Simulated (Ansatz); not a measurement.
TeO2 in space group P2_12_12_1 (No. 19; Te on 4a, O on 4a, O on 4a), r²SCAN in the plane-wave PAW code Ansatz, all energies at zero smearing, with the estimated change up to a 700 eV cutoff added, with one set of potentials and settings (totals compare only within such a set). Cell of 12 atoms (4 Te, 8 O): -32520.305 eV.

```tsv
element	reference phase	E (eV/atom)
Te	P3_121, 3 atoms in the cell	-6994.9041
O	C2/m, 4 atoms in the cell, spin-polarised	-566.0346
```

Formation energy per atom, worked out: (-32520.305 − 4×(-6994.9041) − 8×(-566.0346))/12 = -1.034 eV/atom (-100 kJ per mol of atoms), at 0 K, without zero-point energy or fitted corrections.

The first step of the workflow began from a Materials Project structure, measured or hypothetical; the Crystallography Open Database files this formula in space group No. 19, but the cells were not matched. Whether it is the stable phase at ambient conditions was not checked. Symmetry was held in the r²SCAN relaxation; its stability against distortions is not shown here. The references are the lowest solids computed at this level, not always the standard phases (solids in place of the gases). Scalar-relativistic: spin–orbit coupling is off unless named, which matters more the heavier the elements.

Potentials: the earlier of the program's two PAW sets.
